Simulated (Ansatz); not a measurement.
Question: GaP (rock salt, Fm-3m) is relaxed with PBE (plane waves, PAW; program Ansatz). What lattice parameters of the conventional cell result?

Answer: a = 5.157 Å.

Question: Is it a metal or does it have a gap at this level?

Answer: No gap at this level.

The start of the workflow was typed in or built on a structure type; neither database checked (COD, Materials Project) lists it. It is not the phase usual at ambient conditions (space group No. 216). Symmetry was held in the PBE relaxation; whether a distortion lowers the energy is not shown. Scalar-relativistic: spin–orbit coupling is off unless named, which matters more the heavier the elements.

Potentials: the later of the program's two PAW sets.
